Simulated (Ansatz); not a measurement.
Ir:
```xyz
2
Lattice="0.0000 2.7531 2.7531 2.7531 0.0000 2.7531 2.7531 2.7531 0.0000" Properties=species:S:1:pos:R:3 pbc="T T T"
Ir     0.0000     0.0000     0.0000
Ir     1.3766     1.3766     1.3766
```

Relaxed with PBEsol. Special points in fractions of this cell's reciprocal vectors: Γ (0.000, 0.000, 0.000); X (0.500, 0.000, 0.500); U (0.625, 0.250, 0.625); K (0.375, 0.375, 0.750); L (0.500, 0.500, 0.500); W (0.500, 0.250, 0.750).

**Question.** List the band energies nearest the Fermi level at these points for DFT-PBEsol in the program Ansatz with PAW potentials.

**Answer.** In eV from the Fermi level; about four levels below and three above (degenerate sets whole), none deeper than 8.9 eV; points with the same levels are listed once.

| k | below | above |
|---|---|---|
| Γ | -4.83 -4.83 -4.83 -1.81 -1.81 -1.81 | 0.87 0.87 10.73 |
| X | -3.79 -3.79 -2.58 -2.58 | 0.62 0.62 2.02 2.02 |
| U | -4.07 -2.97 -2.86 -2.62 | 0.85 0.99 1.08 |
| L | -4.89 -4.89 -2.10 -1.03 -1.03 | 0.29 0.29 1.50 |
| W | -3.31 -3.31 -3.03 -3.03 | 1.13 1.13 1.61 1.61 |

Space group Fd-3m (diamond). The start of the workflow was typed in or built on a structure type; neither database checked (COD, Materials Project) lists it. It is not the phase usual at ambient conditions (space group No. 225). The cell was relaxed with PBEsol under the symmetry of its start; of distortions, only those at the zone centre were tested. The run is not spin-polarised. Scalar-relativistic: spin–orbit coupling is off unless named, which matters more the heavier the elements.

Potentials: the later of the program's two PAW sets.
